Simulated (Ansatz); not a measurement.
I:
```xyz
4
Lattice="3.5758 -2.1620 0.0000 3.5758 2.1620 0.0000 0.0000 0.0000 9.5299" Properties=species:S:1:pos:R:3 pbc="T T T"
I      3.5758    -1.3888     1.1726
I      3.5758     1.3888     8.3573
I      3.5758     0.7732     3.5924
I      3.5758    -0.7732     5.9375
```

This is the LDA-relaxed structure. Cartesian axes are those of the cell as given.

Q: All from LDA in the plane-wave PAW code Ansatz, unless another level is named. Predict the smallest direct gap on the standard path.

A: 1.04 eV.

Q: What about the band gap?

A: 0.68 eV (indirect).

Q: And the valence-band maximum?

A: at R (k = 0.000, 0.500, 0.500).

Space group Cmce (molecular I2 type). The LDA relaxation kept the symmetry of its start. A crystal of weakly bound units computed without a dispersion correction: the cell and the soft elastic constants depend strongly on that. Spin–orbit coupling is left out wherever it is not named.

Potentials: the earlier of the program's two PAW sets.
